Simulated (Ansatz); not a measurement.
Crystals of one structure type (zinc blende) and one family of elements, relaxed and computed with DFT-LDA in the program Ansatz with PAW potentials.

| crystal | V (Å³/atom) | B₀ by P(V) fit (GPa) |
|---|---|---|
| BP | 11.32 | 175 |
| BAs | 13.25 | 147 |
| GaP | 19.59 | 89.9 |
| GaAs | 21.98 | 74.0 |
| AlAs | 22.30 | 75.4 |
| InP | 24.73 | ? |

### Question
Fit a straight line to ln B₀ against ln V and predict the withheld value.

### Answer
Least squares on the 5 shown rows: ln B₀ = -1.27 × ln V + (8.258), with a scatter of 2 %. For InP this gives 65.6. The run itself gave 71.2, outside the scatter: the line misses something about this case.

All cells were relaxed under the symmetry of their starts (and spin orders); stability against distortions was not tested throughout. Spin–orbit coupling is left out wherever it is not named.

Potentials: the later of the program's two PAW sets.
